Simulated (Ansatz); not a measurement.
Relaxed PtSe₂ (CdI2 type):

```
CELL_PARAMETERS angstrom
      3.77238     0.00000     0.00000
     -1.88619     3.26698     0.00000
      0.00000     0.00000     4.81834
ATOMIC_POSITIONS crystal
  Pt 0.00000 0.00000 0.00000
  Se 0.66667 0.33333 0.26556
  Se 0.33333 0.66667 0.73444
```

Level of theory: PBE-D3(BJ) (plane waves to 420 eV, PAW, scalar-relativistic; Ansatz, a program for electronic structure). k mesh 11×11×8 (Γ-centred), Fermi-Dirac smearing 0.05 eV. With partly filled bands, energies and forces of such displacements shift with the k mesh and the smearing. PtSe2 is run without spin polarisation. PtSe2 was relaxed with its symmetry unable to fall. Spin-orbit coupling is left out, though Pt is heavy.

One atom of the cell was then moved (with its periodic images), all else fixed, and the forces (eV/Å) came out as:

| atom | Fx | Fy | Fz |
|---|---|---|---|
| Pt1 | 1.336 | 1.283 | 1.356 |
| Se2 | -0.451 | -0.521 | -0.514 |
| Se3 | -0.884 | -0.762 | -0.841 |

Task: Which atom was moved, and by which vector (Å)?

Result: Pt1, by (-0.09, -0.09, -0.09), 0.15 Å in all.

(For displaced atoms, the force is minus the slope of the energy, and its curvature is a force constant, which sets phonon frequencies.)
